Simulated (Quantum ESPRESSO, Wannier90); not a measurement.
Tight-binding from DFT: AlSb (zinc blende)

Structure: Materials Project mp-2624, symmetrised, not relaxed again. COD (Crystallography Open Database) has an entry of this formula and space group (matched by these alone). Method: PBEsol plane waves in Quantum ESPRESSO 7.5 (PseudoDojo norm-conserving files, 64 Ry, spinors with spin-orbit coupling), Bloch states on a 8×8×8 mesh through Γ, Wannier90 4.0.1. Density: 8×8×8 mesh, cold smearing 0.01 Ry.

```
begin unit_cell_cart
ang
    0.0000000000    3.0925200000    3.0925200000
    3.0925200000    0.0000000000    3.0925200000
    3.0925200000    3.0925200000    0.0000000000
end unit_cell_cart
mp_grid = 8 8 8
```

Task: Which shells of neighbouring k-points and which b-vectors and weights does Wannier90 pick for this cell and mesh?

Result: 
```
 *---------------------------------- K-MESH ----------------------------------*
 +----------------------------------------------------------------------------+
 |                    Distance to Nearest-Neighbour Shells                    |
 |                    ------------------------------------                    |
 |          Shell             Distance (Ang^-1)          Multiplicity         |
 |          -----             -----------------          ------------         |
 |             1                   0.219942                      8            |
 |             2                   0.253967                      6            |
 |             3                   0.359164                     12            |
 |             4                   0.421157                     24            |
 |             5                   0.439884                      8            |
 |             6                   0.507934                      6            |
 |             7                   0.553508                     24            |
 |             8                   0.567888                     24            |
       ... (lines left out)
 +----------------------------------------------------------------------------+
 | The b-vectors are chosen automatically                                     |
 | The following shells are used:                       1                     |
 +----------------------------------------------------------------------------+
 |                        Shell   # Nearest-Neighbours                        |
 |                        -----   --------------------                        |
 |                          1               8                                 |
 +----------------------------------------------------------------------------+
 | Completeness relation is fully satisfied [Eq. (B1), PRB 56, 12847 (1997)]  |
 +----------------------------------------------------------------------------+
 |                  b_k Vectors (Ang^-1) and Weights (Ang^2)                  |
 |                  ----------------------------------------                  |
 |            No.         b_k(x)      b_k(y)      b_k(z)        w_b           |
 |            ---        --------------------------------     --------        |
 |             1         0.126984    0.126984   -0.126984     7.752027        |
 |             2         0.126984   -0.126984    0.126984     7.752027        |
 |             3        -0.126984    0.126984    0.126984     7.752027        |
 |             4         0.126984    0.126984    0.126984     7.752027        |
 |             5        -0.126984   -0.126984    0.126984     7.752027        |
 |             6        -0.126984    0.126984   -0.126984     7.752027        |
 |             7         0.126984   -0.126984   -0.126984     7.752027        |
 |             8        -0.126984   -0.126984   -0.126984     7.752027        |
```
